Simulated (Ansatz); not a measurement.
Given:

LiF:
```cif
data_FLi
_chemical_formula_sum 'Li1 F1'
_space_group_name_H-M_alt 'P 1'
_space_group_IT_number 1
_cell_length_a 2.82104
_cell_length_b 2.82104
_cell_length_c 2.82104
_cell_angle_alpha 60.000
_cell_angle_beta 60.000
_cell_angle_gamma 60.000
loop_
_space_group_symop_operation_xyz
  'x, y, z'
loop_
_atom_site_label
_atom_site_type_symbol
_atom_site_fract_x
_atom_site_fract_y
_atom_site_fract_z
_atom_site_occupancy
Li1 Li 0.00000 0.00000 0.00000 1
F1 F 0.50000 0.50000 0.50000 1
```

This is the r²SCAN-relaxed structure.

Task: All from plane-wave PAW r²SCAN (Ansatz code), unless another level is named. Give the band gap.

Result: 10.34 eV (smallest direct gap 10.34 eV).

Task: Predict the electron effective mass.

Result: 0.88 mₑ (isotropic).

Task: Predict the HSE06 gap on the r²SCAN cell.

Result: 11.68 eV.

Task: What about the conduction-band minimum?

Result: at Γ.

Space group Fm-3m (rock salt). Symmetry was held in the r²SCAN relaxation.

Potentials: the earlier of the program's two PAW sets.
